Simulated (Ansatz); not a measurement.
Ansatz input

```yaml
crystal:
  lattice:
    - [-1.8808997586, 1.8808997586, 1.8808997586]
    - [1.8808997586, -1.8808997586, 1.8808997586]
    - [1.8808997586, 1.8808997586, -1.8808997586]
  atoms:
    - { symbol: Te, position: [0.0, 0.0, 0.0] }
hamiltonian:
  xc: lda
  pseudopotentials:
    kind: paw
    azcp:
      Te: "pseudopotentials/Te.paw.azcp"
basis:
  ecutwfc: 420
  fft_grid_basis: typed
kpoints:
  mp_grid: { grid: [19, 19, 19], shift: [0, 0, 0] }
magnetization:
  spin_polarized: false
scf:
  occupations: { method: fermi_dirac, width: 0.1 }
```

Output

```
Warning: the record states the generating functional pbe (its physics header spells it `PBE`), which answers neither for hamiltonian.xc's functional nor for the lda family's — results may be inconsistent (PPs are generated against a specific XC)
Engine: ansatz 0.2.0, x86_64-unknown-linux-gnu
Pseudopotentials: kind: paw
Pseudopotential: Te, paw, valence charge 16, recommended cutoff 420 eV (normal) 
Functional definition: SPW92
  exchange = slater_x
  correlation = pw_c
Crystal: 1 atoms, lattice volume = 26.617 Å³
Basis set: ecut = 420 eV, 531 PW (Γ)
Bands: 12, of which v1, the nominal top of the filled ones, is band 8 counted from 1 (7 counted from 0)
Symmetry: 48 space group operations
Space group: Im-3m (ITA 229), of the structure as read, at distance tolerance 3.0e-5 Å
k-points: 220 of 6859
Non-local potential: Te, projectors of the file, l = 0: 2, l = 1: 2, l = 2: 2, l = 3: 2
PAW form: soft (Blöchl's): semilocal exchange-correlation on the pseudo side does not see the compensation charge
PAW frozen core: Te, regenerated for the run's functional, and the local potential with it (the file was generated under x = pbe(κ = 0.804, μ = 0.2195149727645171), c = pbe(β = 0.06672455060314922))
PAW one-centre angular grid: Te, 590 points (default); XC on 64 Gauss nodes
Initial density: superposition of atomic densities (neutral atoms: chi_scale 0, normalization atom), corrected by the library's trained network
Initial wavefunctions: pseudopotential atomic-orbital guess
Functional: x = slater, c = lda
SCF iter   1: F=—  HF=-6826.984718 eV  |F-HF|=—  |Δ(HF+E_count)|=         —  Δρ=5.17e-3  dr2=3.44e-3  ethr=1.77e-3  ⟨swp⟩=5.1  Hψ=15814  notcnv=0
SCF iter   2: F=—  HF=-6826.983050 eV  |F-HF|=—  |Δ(HF+E_count)|=   1.67e-3  Δρ=2.99e-3  dr2=1.15e-3  ethr=2.15e-5  ⟨swp⟩=1.6  Hψ=4597  notcnv=0
SCF iter   3: F=—  HF=-6826.982632 eV  |F-HF|=—  |Δ(HF+E_count)|=   4.18e-4  Δρ=7.46e-4  dr2=1.51e-4  ethr=7.20e-6  ⟨swp⟩=2.0  Hψ=3753  notcnv=0
SCF iter   4: F=—  HF=-6826.982577 eV  |F-HF|=—  |Δ(HF+E_count)|=   5.54e-5  Δρ=5.92e-4  dr2=1.04e-4  ethr=9.41e-7  ⟨swp⟩=1.0  Hψ=2640  notcnv=0
SCF iter   5: F=—  HF=-6826.982502 eV  |F-HF|=—  |Δ(HF+E_count)|=   7.42e-5  Δρ=1.53e-4  dr2=4.65e-6  ethr=6.48e-7  ⟨swp⟩=2.0  Hψ=4402  notcnv=0
SCF iter   6: F=—  HF=-6826.982502 eV  |F-HF|=—  |Δ(HF+E_count)|=   5.70e-7  Δρ=5.32e-5  dr2=7.25e-7  ethr=2.91e-8  ⟨swp⟩=2.0  Hψ=4414  notcnv=0
SCF iter   7: F=-6826.982501 eV  HF=-6826.982501 eV  |F-HF|=2.80e-8  |Δ(HF+E_count)|=   7.03e-7  Δρ=8.58e-6  dr2=1.61e-8  ethr=6.25e-10  ⟨swp⟩=1.0  Hψ=7924  notcnv=0
SCF 1 converged in 7 iterations: F = -6826.982501 eV  dr2 = 1.61e-8
SCF converged after 7 iterations
Free energy (F): -6826.982501 eV
Harris-Foulkes:  -6826.982501 eV  (|F-HF|=2.80e-8)
Internal energy: -6826.957946 eV  (E = F + TS)
E sigma→0 (E₀):  -6826.970224 eV
Entropy (-TS):   -0.024555 eV (-24.555 meV/atom)
Fermi energy:    12.112277 eV
--- Per-component energies (eV) ---
  E_band       = -213.005524
  E_kinetic    = 182.444738
  E_local      = -972.813395  (includes V_loc(G=0)·N_el)
  E_nonlocal   = -305.041647
  E_hartree    = 684.932215
  E_xc         = -124.466425
  E_vxc        = -105.618153  (∫ρ·V_xc dr)
  E_paw        = -4509.590533  (= ΣΔE_a)
  E_vpaw       = -381.847229  (= ΣTr[D̂ρ^β])
  E_aug_tail   = -0.000170  (compensation charges beyond the density's cutoff)
  E_ewald      = -1783.101391
  E_core_change = 0.678661  (= ΣΔE_core)
  E_smearing   = -0.024555  (= −TS)
  E_closure    = 0.000000  (closes the sum)
  Σ components = -6826.982501   (vs F -6826.982501, Δ=0.00e0)
```

Launched by

```sh
ansatz run input.yaml --threads 2 --pin off --max-ram 5120MiB --backend cpu --events-out ev --progress --plain --runs-dir out
```

On 2 threads of Intel(R) Xeon(R) Platinum 8488C (Sapphire Rapids) (shared host) this took about 1.2 s of wall time and 2.1 s of CPU time.
